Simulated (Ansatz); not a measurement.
Question: Y (hcp (Mg type), P6_3/mmc) is relaxed with DFT-PBE in the program Ansatz with PAW potentials. What lattice parameters of the conventional cell result?

Answer: a = 3.658 Å, c = 5.680 Å.

Symmetry was held in the PBE relaxation. The run is not spin-polarised. Axis ratios of metals converge slowly with the k-mesh, so a and c are less sure than the volume.

Potentials: the later of the program's two PAW sets.
